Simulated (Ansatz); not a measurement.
A relaxation computed with Ansatz, from input to last step.

```yaml
crystal:
  lattice:
    - [2.9461354423, 1.7009520907, 3.7513667688]
    - [-2.9461354423, 1.7009520907, 3.7513667688]
    - [0.0, -3.4019041814, 3.7513667688]
  atoms:
    - { symbol: B, position: [0.0182330082, 0.0182330082, 0.3250559008] }
    - { symbol: B, position: [0.0182330082, 0.3250559008, 0.0182330082] }
    - { symbol: B, position: [0.8210490694, 0.2734701211, 0.8210490694] }
    - { symbol: B, position: [0.8210490694, 0.8210490694, 0.2734701211] }
    - { symbol: B, position: [0.2734701211, 0.8210490694, 0.8210490694] }
    - { symbol: B, position: [0.7265298789, 0.1789509306, 0.1789509306] }
    - { symbol: B, position: [0.1789509306, 0.7265298789, 0.1789509306] }
    - { symbol: B, position: [0.1789509306, 0.1789509306, 0.7265298789] }
    - { symbol: B, position: [0.9817669918, 0.6749440992, 0.9817669918] }
    - { symbol: B, position: [0.9817669918, 0.9817669918, 0.6749440992] }
    - { symbol: B, position: [0.6749440992, 0.9817669918, 0.9817669918] }
    - { symbol: B, position: [0.3250559008, 0.0182330082, 0.0182330082] }
    - { symbol: As, position: [0.6018302168, 0.6018302168, 0.6018302168] }
    - { symbol: As, position: [0.3981697832, 0.3981697832, 0.3981697832] }
basis:
  ecutwfc: 420
kpoints:
  mp_grid: { grid: [6, 6, 6] }
hamiltonian:
  xc: pbesol
scf:
  occupations: { method: gaussian, width: 0.02 }
output:
  forces: true
  stress: true
  eigenvalues: true
relax:
  adjacent_minimum: "off"
  f_tol: 0.01
  max_steps: 30
  cell: { stress_tol: 0.1, fix: [volume] }
```

```bash
ansatz run input.yaml --threads 4 --pin off --max-ram 10240MiB --backend cpu --events-out ev --progress --plain --runs-dir out
```

These are results of DFT PBEsol, scalar-relativistic, plane waves, PAW (Ansatz), not measurements.

The volume is held at 0.88 times that of the relaxed cell.

Of 5 frames 4 are shown, positions in Å and forces in eV/Å; the SCF threshold varies from step to step. Steps run on the plane waves of an earlier cell, with a Pulay correction in the pressure. The basis is chosen afresh for the last frame, the zero of the energies, and at times for earlier ones too; energy and pressure can step there, also at an unchanged geometry. Where two frames share a geometry here, they differ by under 2 meV/atom and 0.3 GPa.

```xyz
14
Lattice="2.9461 1.7010 3.7514 -2.9461 1.7010 3.7514 0.0000 -3.4019 3.7514" Properties=species:S:1:pos:R:3:forces:R:3 pbc="T T T" step=1 free_energy_over_end_meV_per_atom=0.44 pressure_GPa=30.72
B     0.0000   -1.0438    1.3562    0.0000    0.0000    0.1602
B    -0.9039    0.5219    1.3562    0.0000    0.0000    0.1602
B     1.6132   -0.9314    7.1860   -0.1291    0.0745   -0.0198
B     0.0000    1.8628    7.1860    0.0000   -0.1491   -0.0198
B    -1.6132   -0.9314    7.1860    0.1291    0.0745   -0.0198
B     1.6132    0.9314    4.0681   -0.1291   -0.0745    0.0198
B    -1.6132    0.9314    4.0681    0.1291   -0.0745    0.0198
B     0.0000   -1.8628    4.0681    0.0000    0.1491    0.0198
B     0.9039   -0.5219    9.8979    0.0000    0.0000   -0.1602
B     0.0000    1.0438    9.8979    0.0000    0.0000   -0.1602
B    -0.9039   -0.5219    9.8979    0.0000    0.0000   -0.1602
B     0.9039    0.5219    1.3562    0.0000    0.0000    0.1602
As    0.0000    0.0000    6.7731    0.0000    0.0000    0.0597
As    0.0000    0.0000    4.4810    0.0000    0.0000   -0.0597
14
Lattice="2.9513 1.7039 3.7383 -2.9513 1.7039 3.7383 0.0000 -3.4078 3.7383" Properties=species:S:1:pos:R:3:forces:R:3 pbc="T T T" step=2 free_energy_over_end_meV_per_atom=0.07 pressure_GPa=30.34
B     0.0000   -1.0436    1.3563    0.0000    0.0167    0.0822
B    -0.9038    0.5218    1.3563    0.0145   -0.0084    0.0822
B     1.6155   -0.9327    7.1603   -0.0504    0.0291   -0.0147
B     0.0000    1.8655    7.1603    0.0000   -0.0582   -0.0147
B    -1.6155   -0.9327    7.1603    0.0504    0.0291   -0.0147
B     1.6155    0.9327    4.0547   -0.0504   -0.0291    0.0147
B    -1.6155    0.9327    4.0547    0.0504   -0.0291    0.0147
B     0.0000   -1.8655    4.0547    0.0000    0.0582    0.0147
B     0.9038   -0.5218    9.8587   -0.0145    0.0084   -0.0822
B     0.0000    1.0436    9.8587    0.0000   -0.0167   -0.0822
B    -0.9038   -0.5218    9.8587    0.0145    0.0084   -0.0822
B     0.9038    0.5218    1.3563   -0.0145   -0.0084    0.0822
As    0.0000    0.0000    6.7542    0.0000    0.0000    0.0222
As    0.0000    0.0000    4.4608    0.0000    0.0000   -0.0222
14
Lattice="2.9519 1.7043 3.7368 -2.9519 1.7043 3.7368 0.0000 -3.4085 3.7368" Properties=species:S:1:pos:R:3:forces:R:3 pbc="T T T" step=3 free_energy_over_end_meV_per_atom=0.00 pressure_GPa=30.20
B     0.0000   -1.0428    1.3583    0.0000    0.0177    0.0134
B    -0.9031    0.5214    1.3583    0.0153   -0.0089    0.0134
B     1.6155   -0.9327    7.1570   -0.0112    0.0064   -0.0054
B     0.0000    1.8654    7.1570    0.0000   -0.0129   -0.0054
B    -1.6155   -0.9327    7.1570    0.0112    0.0064   -0.0054
B     1.6155    0.9327    4.0533   -0.0112   -0.0064    0.0054
B    -1.6155    0.9327    4.0533    0.0112   -0.0064    0.0054
B     0.0000   -1.8654    4.0533    0.0000    0.0129    0.0054
B     0.9031   -0.5214    9.8520   -0.0153    0.0089   -0.0134
B     0.0000    1.0428    9.8520    0.0000   -0.0177   -0.0134
B    -0.9031   -0.5214    9.8520    0.0153    0.0089   -0.0134
B     0.9031    0.5214    1.3583   -0.0153   -0.0089    0.0134
As    0.0000    0.0000    6.7525    0.0000    0.0000    0.0020
As    0.0000    0.0000    4.4579    0.0000    0.0000   -0.0020
14
Lattice="2.9516 1.7041 3.7374 -2.9516 1.7041 3.7374 0.0000 -3.4082 3.7374" Properties=species:S:1:pos:R:3:forces:R:3 pbc="T T T" step=5 free_energy_over_end_meV_per_atom=0.00 pressure_GPa=30.18
B     0.0000   -1.0423    1.3591    0.0000    0.0047   -0.0010
B    -0.9027    0.5212    1.3591    0.0041   -0.0024   -0.0010
B     1.6152   -0.9325    7.1582   -0.0007    0.0004   -0.0004
B     0.0000    1.8651    7.1582    0.0000   -0.0008   -0.0004
B    -1.6152   -0.9325    7.1582    0.0007    0.0004   -0.0004
B     1.6152    0.9325    4.0541   -0.0007   -0.0004    0.0004
B    -1.6152    0.9325    4.0541    0.0007   -0.0004    0.0004
B     0.0000   -1.8651    4.0541    0.0000    0.0008    0.0004
B     0.9027   -0.5212    9.8532   -0.0041    0.0024    0.0010
B     0.0000    1.0423    9.8532    0.0000   -0.0047    0.0010
B    -0.9027   -0.5212    9.8532    0.0041    0.0024    0.0010
B     0.9027    0.5212    1.3591   -0.0041   -0.0024   -0.0010
As    0.0000    0.0000    6.7535    0.0000    0.0000   -0.0004
As    0.0000    0.0000    4.4588    0.0000    0.0000    0.0004
```

It took 13 s on 4 threads of Oxide Virtual Turin-like Processor (Zen 5), with other jobs on the host, peak memory 0.58 GiB.